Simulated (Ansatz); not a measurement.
## AlGa$_{3}$N$_{4}$: computed property card

AlGa3N4:
```xyz
8
Lattice="3.1952 0.0000 0.0000 -1.5976 2.7671 0.0000 0.0000 0.0000 10.3876" Properties=species:S:1:pos:R:3 pbc="T T T"
Ga     1.5976     0.9224     0.0255
N      1.5976     0.9224     2.0017
Ga     0.0000     0.0000     2.6536
N      0.0000     0.0000     4.6307
Ga     1.5976     0.9224     5.2863
N      1.5976     0.9224     7.2691
Al     0.0000     0.0000     7.8427
N      0.0000     0.0000     9.7496
```

Space group P3m1 (No. 156); conventional cell a = b = 3.195 Å, c = 10.388 Å, α = β = 90.00°, γ = 120.00°.

Method: the program Ansatz at the PBE level (PAW). Geometry: relaxed at this level of theory. Other levels are named where they apply.

**Cell and energy**

```json
{
 "volume_per_atom": "11.48 Å³",
 "density": "5.28 g/cm³",
 "Formation energy from the elements (no fitted shifts)": "-0.66 eV/atom"
}
```

**Electronic structure**

```json
{
  "band_gap": "2.14 eV (direct)",
  "valence_band_maximum": "at Γ",
  "conduction_band_minimum": "at Γ",
  "electron_effective_mass": "0.19 mₑ (isotropic)",
  "Electron effective mass with spin–orbit coupling": "0.19 mₑ (isotropic)",
  "Hole effective mass, band 1 of 2 at the edge": "2.1 along x, 3.7 along z (mₑ)",
  "Hole effective mass, band 2 of 2 at the edge": "0.20 along x, 3.7 along z (mₑ)",
  "Hole effective mass with spin–orbit coupling": "0.43, 0.43, 3.9 mₑ (principal values)",
  "Gap with spin–orbit coupling": "2.13 eV"
}
```

**Mechanics**

```json
{
  "Bulk modulus (Birch–Murnaghan fit)": "177 GPa",
  "Pressure derivative B′": "4.3"
}
```

The start of the workflow was typed in or built on a structure type; neither database checked (COD, Materials Project) lists it. Whether it is the stable phase at ambient conditions was not checked. The PBE relaxation kept the symmetry of its start; its stability against distortions is not shown here. The references are the lowest solids computed at this level, not always the standard phases (solids in place of the gases). Scalar-relativistic: spin–orbit coupling is off unless named, which matters more the heavier the elements.

Potentials: the earlier of the program's two PAW sets.
